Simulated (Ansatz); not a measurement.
## Al (dhcp): energy against volume

Level of theory: DFT, LDA (PW92), plane waves (420 eV) with PAW, scalar-relativistic in Ansatz. The PAW files were generated under PBE, with cores re-solved for the functional.

The cell is scaled uniformly from the relaxed one, with fractional coordinates and shape fixed. Energies are extrapolated to zero smearing, pressures are those at the given smearing. Magnetic state: spin not included.

A Birch-Murnaghan fit gives V₀ = 15.85 Å³/atom, B₀ = 83 GPa, B₀′ = 4.6.

(1) What are the energy above the minimum and the pressure at 13.961 Å³/atom?

(2) What are the energy above the minimum and the pressure at 14.596 Å³/atom?

(3) What are the energy above the minimum and the pressure at 16.500 Å³/atom?

Results:

(1) 73.8 meV/atom and 14.16 GPa as computed.

(2) 29.9 meV/atom and 8.36 GPa as computed.

(3) 6.5 meV/atom and -2.99 GPa as computed.
